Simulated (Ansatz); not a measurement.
BaSrTi2O6:
```xyz
10
Lattice="0.0000 3.9524 3.9524 3.9524 0.0000 3.9524 3.9524 3.9524 0.0000" Properties=species:S:1:pos:R:3 pbc="T T T"
Sr     0.0000     0.0000     0.0000
Ti     1.9762     1.9762     1.9762
O      1.9762     1.9762     0.0000
O      1.9762     0.0000     1.9762
O      0.0000     1.9762     1.9762
Ba     3.9524     3.9524     3.9524
Ti     5.9287     5.9287     5.9287
O      1.9762     1.9762     3.9524
O      1.9762     3.9524     1.9762
O      3.9524     1.9762     1.9762
```

Relaxed with r²SCAN. Special points in fractions of this cell's reciprocal vectors: Γ (0.000, 0.000, 0.000); X (0.500, 0.000, 0.500); U (0.625, 0.250, 0.625); K (0.375, 0.375, 0.750); L (0.500, 0.500, 0.500); W (0.500, 0.250, 0.750).

Question: List the band energies nearest the valence-band maximum at these points for r²SCAN with spin–orbit coupling (plane waves, PAW; program Ansatz).

Answer: In eV from the valence-band maximum; about four levels below and three above (degenerate sets whole), none deeper than 8.9 eV; points with the same levels are listed once.

| k | below | above |
|---|---|---|
| Γ | 0.00 0.00 0.00 0.00 | 2.20 2.20 2.20 2.20 |
| X | -0.72 -0.72 -0.07 -0.07 | 2.34 2.34 3.99 3.99 |
| U | -1.00 -1.00 -0.27 -0.27 | 2.86 2.86 3.76 3.76 |
| L | -0.66 -0.66 -0.58 -0.58 | 3.63 3.63 3.63 3.63 |
| W | -0.63 -0.63 -0.50 -0.50 | 3.23 3.23 3.25 3.25 |

Space group Fm-3m. The start of the workflow was typed in or built on a structure type; neither database checked (COD, Materials Project) lists it. Whether it is the stable phase at ambient conditions was not checked. Symmetry was held in the r²SCAN relaxation; its stability against distortions is not shown here. The workflow began spin-polarised and lost its moments.

Potentials: the later of the program's two PAW sets.
